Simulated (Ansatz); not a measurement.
Density of states of a MgBe$_{5}$ZnCdTe$_{8}$ cell (elements on a wurtzite lattice, relaxed), per eV and atom, broadened by Gaussian smearing of width 0.1 eV and averaged over bins of 0.4 eV, from 8 eV under the Fermi level at most up to where the solved bands end.

Method: DFT PBEsol, scalar-relativistic, plane waves, PAW in Ansatz 0.2.0.

Plane waves to 420 eV, a k mesh through Γ of 4×3×3 on the computed 16-atom cell and Gaussian smearing (0.02 eV); no spin polarisation.

```yaml
crystal:
  lattice:
    - [-0.00072, -0.00411, -6.86998]
    - [4.11031, 7.19268, 0.00482]
    - [4.12669, -7.20227, -0.00392]
  atoms:
    - { symbol: Be, position: [0.99875, 0.16141, 0.33253] }
    - { symbol: Be, position: [0.99704, 0.16956, 0.83107] }
    - { symbol: Be, position: [0.99797, 0.67250, 0.32866] }
    - { symbol: Be, position: [0.99904, 0.66863, 0.83980] }
    - { symbol: Be, position: [0.50131, 0.83480, 0.16594] }
    - { symbol: Mg, position: [0.48898, 0.82720, 0.66521] }
    - { symbol: Zn, position: [0.49344, 0.33636, 0.66710] }
    - { symbol: Cd, position: [0.48659, 0.33660, 0.17302] }
    - { symbol: Te, position: [0.64165, 0.14572, 0.33252] }
    - { symbol: Te, position: [0.64776, 0.16997, 0.82492] }
    - { symbol: Te, position: [0.64519, 0.68707, 0.32114] }
    - { symbol: Te, position: [0.64211, 0.67136, 0.85573] }
    - { symbol: Te, position: [0.11114, 0.33511, 0.66598] }
    - { symbol: Te, position: [0.08701, 0.33446, 0.16827] }
    - { symbol: Te, position: [0.09111, 0.83220, 0.66630] }
    - { symbol: Te, position: [0.13623, 0.83465, 0.16624] }
```

```csv
E − E_F (eV),total,Te 5p,Zn 3d,Be 2s,Te 5s
-7.85,1.507,0.041,1.442,0.004,0.012
-7.45,0.055,0.001,0.053,0.000,0.000
-7.05,0.000,0.000,0.000,0.000,0.000
-6.65,0.003,0.002,0.000,0.000,0.000
-6.25,0.198,0.138,0.001,0.024,0.003
-5.85,0.712,0.485,0.004,0.119,0.018
-5.45,0.571,0.396,0.004,0.086,0.025
-5.05,0.445,0.339,0.003,0.034,0.022
-4.65,0.376,0.298,0.003,0.022,0.020
-4.25,0.728,0.610,0.004,0.028,0.025
-3.85,0.508,0.446,0.003,0.010,0.006
-3.45,0.689,0.605,0.003,0.015,0.010
-3.05,0.953,0.837,0.004,0.011,0.010
-2.65,0.748,0.661,0.004,0.006,0.008
-2.25,0.720,0.644,0.004,0.003,0.005
-1.85,0.495,0.451,0.003,0.001,0.001
-1.45,0.191,0.176,0.001,0.000,0.000
-1.05,0.157,0.147,0.001,0.000,0.000
-0.65,0.007,0.006,0.000,0.000,0.000
-0.25,0.000,0.000,0.000,0.000,0.000
0.15,0.000,0.000,0.000,0.000,0.000
0.55,0.001,0.000,0.000,0.000,0.000
0.95,0.110,0.019,0.000,0.012,0.004
1.35,0.361,0.052,0.000,0.063,0.014
```

The columns after the total are the largest Löwdin projections on the valence shells of the potentials, so they needn't add up, and the weight of a shell that a potential lacks goes to other orbitals. The cell has a gap on the mesh of 1.69 eV.

Spin-orbit coupling is left out, which matters for the bands of heavy elements. The gap is read on a mesh, which can miss the band edges, so it can be too wide.

Cost: 2 runs of about 2.7 core-minutes in all (earlier runs that led there not counted), on Intel Xeon 6975P-C (Granite Rapids) (shared hosts).